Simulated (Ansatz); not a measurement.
SnOSe (Janus 2H monolayer) was relaxed with 5 functionals in the PAW code Ansatz, cell and atoms free, the symmetry of the start kept (meshes: PBE 12×12×1, r2SCAN 12×12×1, PBEsol 12×12×1, LDA 12×12×1, HSE06 6×6×1). The cell comes from a prototype generator: it can be a known phase or a hypothetical one. Spin polarisation is off.

The HSE06 result:
```cif
data_structure
_symmetry_space_group_name_H-M 'P 1'
_symmetry_Int_Tables_number 1
_cell_length_a 3.4076
_cell_length_b 3.4076
_cell_length_c 29.7092
_cell_angle_alpha 90.000
_cell_angle_beta 90.000
_cell_angle_gamma 120.000
_cell_volume 298.75
loop_
_atom_site_label
_atom_site_type_symbol
_atom_site_fract_x
_atom_site_fract_y
_atom_site_fract_z
_atom_site_occupancy
Sn1 Sn 0.33333 0.66667 0.31169 1
O1 O 0.66667 0.33333 0.34635 1
Se1 Se 0.66667 0.33333 0.25077 1
```
Periodic in the plane only; c spans the vacuum.

In-plane lattice: a = 3.408 Å, b = 3.408 Å, γ = 120.0°; thickness between the outer nuclei 2.84 Å. Sn has 3 O at 2.22 Å and 3 Se at 2.67 Å; O has 3 Sn at 2.22 Å; Se has 3 Sn at 2.67 Å.

(1) How does the cell change with LDA?

(2) What lattice does r2SCAN give?

(3) Held at the r2SCAN cell, what mean stress do LDA and PBE find, and does its sign point to their own minimum?

The cell is metallic with PBE, r2SCAN, PBEsol, LDA, and these meshes limit the relaxed cells of a metal. A gap that a hybrid shows on its coarser mesh alone may close between the points.

Answers

(1) a = 3.361 Å; the area differs by -2.7 % from HSE06's. Sn has 3 O at 2.17 Å and 3 Se at 2.73 Å; O has 3 Sn at 2.17 Å; Se has 3 Sn at 2.73 Å.

(2) a = 3.413 Å; the area differs by +0.3 % from HSE06's. Sn has 3 O at 2.22 Å and 3 Se at 2.71 Å; O has 3 Sn at 2.22 Å; Se has 3 Sn at 2.71 Å.

(3) Yes. LDA -2.11 N/m, and its relaxed area is -3.0 % from r2SCAN's; PBE +1.58 N/m, and its relaxed area is +1.6 % from r2SCAN's. Compression counts positive, so a positive stress asks for a larger cell.

Spin-orbit coupling is left out, which matters wherever the heavy atoms make up the band edges.

The meshes of the hybrids are coarse, so their gaps aren't converged to the digits shown.
